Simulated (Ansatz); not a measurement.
Nb₃Sn:
```
CELL_PARAMETERS angstrom
      0.00000     3.35459     3.35459
      3.35459     0.00000     3.35459
      3.35459     3.35459     0.00000
ATOMIC_POSITIONS crystal
  Sn 0.00000 0.00000 0.00000
  Nb 0.50000 0.50000 0.50000
  Nb 0.25000 0.25000 0.25000
  Nb 0.75000 0.75000 0.75000
```

Relaxed with PBE. Special points in fractions of this cell's reciprocal vectors: Γ (0.000, 0.000, 0.000); X (0.500, 0.000, 0.500); U (0.625, 0.250, 0.625); K (0.375, 0.375, 0.750); L (0.500, 0.500, 0.500); W (0.500, 0.250, 0.750).

**Question.** List the band energies nearest the Fermi level at these points for DFT-PBE in the program Ansatz with PAW potentials.

**Answer.** In eV from the Fermi level; about four levels below and three above (degenerate sets whole), none deeper than 8.9 eV; points with the same levels are listed once.

| k | below | above |
|---|---|---|
| Γ | -3.03 -3.03 -0.83 -0.83 -0.83 | 1.41 2.20 2.20 2.20 |
| X | -1.92 -1.92 -1.53 -1.36 -1.36 | 0.27 0.65 0.65 |
| U | -1.74 -1.30 -1.02 -0.68 | 0.16 0.20 0.89 |
| L | -1.61 -1.61 -0.72 -0.72 | 0.16 0.26 0.26 |
| W | -1.43 -1.43 -1.19 -0.32 -0.32 | 0.29 1.11 1.71 |

Space group Fm-3m. The cell is a constructed one: a structure type filled with these elements; neither database checked (COD, Materials Project) lists it. It is not the phase usual at ambient conditions (space group No. 223). Symmetry was held in the PBE relaxation; its stability against distortions is not shown here. The run is not spin-polarised. Spin–orbit coupling is left out wherever it is not named.

Potentials: the later of the program's two PAW sets.
